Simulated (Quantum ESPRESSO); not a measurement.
Al7GaAs8 (made-up cell) (calculated)

Calculation on a made-up crystal cell, not a measurement, rerun at a higher cutoff and a denser mesh: periodic Kohn-Sham density functional theory in plane waves with PseudoDojo standard norm-conserving scalar-relativistic pseudopotentials, each functional with its own files (v0.5 for PBE, v0.4.1 for LDA and PBEsol), no spin polarisation, no spin-orbit coupling, atoms not relaxed, stress positive in tension, energies less a fixed whole-eV offset for each atom's element; levels are Kohn-Sham levels at fractions of this cell's reciprocal vectors, counted from the reference band (half the neutral cell's valence electrons, rounded up) at Gamma; error bars give the change to or from the runs named with them, not the error of the files; each bar is the largest change over components, and at least 0.002 eV, 0.002 eV per angstrom or 0.02 GPa; no dispersion term; energies are for the whole cell, and the offsets were chosen from early runs and are not element reference energies; machines and their load varied, so run times do not measure scaling. Program: Quantum ESPRESSO 7.5.

Al7GaAs8 (made-up cell)

```
CELL_PARAMETERS angstrom
5.61760 0.02100 0.05600
0.02100 5.71480 -0.07830
0.11200 -0.15670 11.56060
ATOMIC_POSITIONS crystal
Al 0.00154 0.00651 0.00166
Al 0.00851 0.50499 0.25273
Ga 0.49929 0.00417 0.24828
Al 0.50736 0.50887 0.00225
Al 0.99392 0.99185 0.49833
Al 0.99712 0.49273 0.74856
Al 0.49313 0.00745 0.75053
Al 0.50098 0.49014 0.49363
As 0.24818 0.25841 0.12419
As 0.25040 0.74701 0.37489
As 0.74970 0.25996 0.36988
As 0.74798 0.74961 0.12172
As 0.25031 0.24305 0.62119
As 0.24965 0.74429 0.87701
As 0.74891 0.24324 0.87228
As 0.75557 0.74730 0.63068
```

```
lattice type                                        : doubled zincblende/diamond
functional                                          : pbe
cutoff                                              : 1437 eV
fermi dirac smearing                                : 0.025 eV
scf tolerance                                       : 1e-07 eV
electrons removed                                   : 0
run command                                         : mpirun -np 4 pw.x -nk 4 -in in
run processor                                       : Intel Xeon, 2023 or later, virtual cores
k mesh                                              : 6 x 6 x 4, shifted by half a step
free energy less offsets                            : 4.65 eV
scf iterations                                      : 12
smearing term minus ts                              : 0 eV
pressure                                            : 1.208 GPa
stress xx                                           : -2.073 GPa
stress yy                                           : -1.086 GPa
stress zz                                           : -0.464 GPa
stress yz                                           : -2.127 GPa
stress xz                                           : 1.132 GPa
stress xy                                           : 0.3888 GPa
reference band                                      : 77
error bar energy                                    : 0.01715 eV
error bar stress                                    : 0.02 GPa
error bar force                                     : 0.002 eV/Å
error bar next band up                              : 0.002 eV
error bars from                                     : change from the looser run of this cell
wall time of scf and band steps on a shared machine : 1425 s
```

Atoms:
| atoms element | atom site | atom energy offset (eV) |
| --- | --- | --- |
| Al | 1 | -64 |
| Al | 2 | -64 |
| Ga | 3 | -2080 |
| Al | 4 | -64 |
| Al | 5 | -64 |
| Al | 6 | -64 |
| Al | 7 | -64 |
| Al | 8 | -64 |
| As | 9 | -2887 |
| As | 10 | -2887 |
| As | 11 | -2887 |
| As | 12 | -2887 |
| As | 13 | -2887 |
| As | 14 | -2887 |
| As | 15 | -2887 |
| As | 16 | -2887 |

Forces:
| site | x (eV/Å) | y (eV/Å) | z (eV/Å) |
| --- | --- | --- | --- |
| 1 | -0.2123 | -0.169 | -0.2359 |
| 2 | -0.6029 | 0.2199 | -0.5271 |
| 3 | -0.2555 | 0.01198 | -0.08203 |
| 4 | -0.4629 | -0.505 | -0.5685 |
| 5 | -0.2709 | 0.3618 | 0.1663 |
| 6 | 0.218 | 0.1355 | 0.2666 |
| 7 | -0.1718 | -0.54 | 0.01064 |
| 8 | -0.2434 | 0.7628 | 1.041 |
| 9 | 0.3724 | -0.2224 | -0.07713 |
| 10 | 0.4305 | 0.2428 | 0.04183 |
| 11 | 0.6341 | -0.9453 | 0.05212 |
| 12 | 0.8093 | 0.2435 | 0.6465 |
| 13 | 0.02918 | 0.09751 | -0.1781 |
| 14 | 0.07017 | 0.1151 | -0.2392 |
| 15 | 0.1679 | 0.3165 | 0.4164 |
| 16 | -0.512 | -0.1257 | -0.7337 |

Levels:
| level k point | next band up (eV) |
| --- | --- |
| Gamma | 1.239 |
| (1/2,1/2,1/2) | 2.013 |
| (0.15,0,0) | 1.353 |
| (0,0.15,0) | 1.451 |
| (0,0,0.15) | 1.331 |
